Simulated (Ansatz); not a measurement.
P2W:
```xyz
6
Lattice="1.5659 -5.5408 0.0000 1.5659 5.5408 0.0000 0.0000 0.0000 4.9334" Properties=species:S:1:pos:R:3 pbc="T T T"
P      1.5659     4.7654     1.8873
P      1.5659    -4.7654     4.3540
P      1.5659    -3.2926     0.9891
P      1.5659     3.2926     3.4558
W      1.5659     1.0339     2.4664
W      1.5659    -1.0339     4.9331
```

Relaxed with LDA. Special points in fractions of this cell's reciprocal vectors: Γ (0.000, 0.000, 0.000); Y (-0.500, 0.500, 0.000); C0 (-0.270, 0.730, 0.000); Σ0 (0.270, 0.270, 0.000); Z (0.000, 0.000, 0.500); A0 (0.270, 0.270, 0.500); E0 (-0.270, 0.730, 0.500); T (-0.500, 0.500, 0.500); S (0.000, 0.500, 0.000); R (0.000, 0.500, 0.500).

Task: List the band energies nearest the Fermi level at these points for LDA in the plane-wave PAW code Ansatz.

Result: In eV from the Fermi level; about four levels below and three above (degenerate sets whole), none deeper than 8.9 eV; points with the same levels are listed once.

```json
[
 {"k": "Γ", "below": "-2.21 -1.62 -1.31 -0.94", "above": "0.26 1.31 1.36"},
 {"k": "Y", "below": "-1.43 -1.21 -0.76 -0.17", "above": "0.51 1.01 2.27"},
 {"k": "C0", "below": "-3.40 -3.21 -2.41 -2.00", "above": "0.07 1.40 2.04"},
 {"k": "Z", "below": "-1.20 -1.20 -0.22 -0.22", "above": "0.94 0.94 1.99 1.99"},
 {"k": "A0", "below": "-3.29 -3.29 -1.30 -1.30", "above": "1.84 1.84 2.68 2.68"},
 {"k": "T", "below": "-1.83 -1.83 -1.19 -1.19", "above": "0.98 0.98 2.82 2.82"},
 {"k": "S", "below": "-3.73 -3.06 -2.78 -1.69", "above": "0.17 1.05 2.34"},
 {"k": "R", "below": "-3.40 -3.40 -1.11 -1.11", "above": "1.28 1.28 2.72 2.72"}
]
```

Space group Cmc2_1. The workflow started from a Materials Project entry (that database holds measured and hypothetical structures alike); the Crystallography Open Database files this formula in space group No. 36, but the cells were not matched. Whether it is the stable phase at ambient conditions was not checked. Symmetry was held in the LDA relaxation; its stability against distortions is not shown here. No spin polarisation was allowed. Scalar-relativistic: spin–orbit coupling is off unless named, which matters more the heavier the elements.

Potentials: the earlier of the program's two PAW sets. The files were generated under PBE; for other functionals the program regenerates the frozen cores, and for LDA and PBEsol the local potential too.
